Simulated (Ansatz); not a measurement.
## Harmonic thermodynamics of ZrTi₅C₆

Level of theory: Ansatz 0.2.0, DFT PBE, scalar-relativistic, plane waves, PAW. Settings: 420 eV plane-wave cutoff, Γ-centred 12×12×4 mesh, Fermi-Dirac smearing of 0.15 eV. No spin polarisation. Phonons by linear response, acoustic sum rule imposed.

Relaxed structure:
```
Zr Ti C
1.0
     3.12386    0.00000    0.00000
     0.00000    3.12386    0.00000
     0.00000    0.00000   13.18304
Zr Ti C
1 5 6
Cartesian
  0.0000 0.0000 0.0000
  0.0000 0.0000 8.7355
  1.5619 1.5619 10.8782
  1.5619 1.5619 2.3049
  0.0000 0.0000 4.4476
  1.5619 1.5619 6.5915
  0.0000 0.0000 10.8710
  1.5619 1.5619 0.0000
  0.0000 0.0000 2.3120
  1.5619 1.5619 4.4389
  0.0000 0.0000 6.5915
  1.5619 1.5619 8.7441
```

The cell was found from a structure generator's guess, not taken from experiment. In a metal, frequencies and elastic constants depend on the k mesh and the smearing, soft modes and shear constants most. The q mesh is coarse, so values between its points are rough.

Force constants from linear response on a 2×2×1 q mesh, interpolated to a fine mesh.

Question: What is the zero-point energy per atom?

Answer: 77.6 meV.

Question: How large are the vibrational entropy and heat capacity at 300 K?

Answer: S = 1.68 k_B and C_V = 2.14 k_B per atom, 71 % of the Dulong–Petit value.

Question: Tabulate them against temperature.

Answer:
```
T (K)  F_vib (meV/atom)  S (k_B/atom)  C_V (k_B/atom)
  100              77.1          0.21            0.56
  200              72.4          0.92            1.55
  300              61.1          1.68            2.14
  400              43.7          2.34            2.46
  500              21.0          2.91            2.63
  600              -6.2          3.40            2.73
  700             -37.4          3.83            2.80
  800             -72.0          4.20            2.85
  900            -109.7          4.54            2.88
 1000            -150.2          4.85            2.90
```
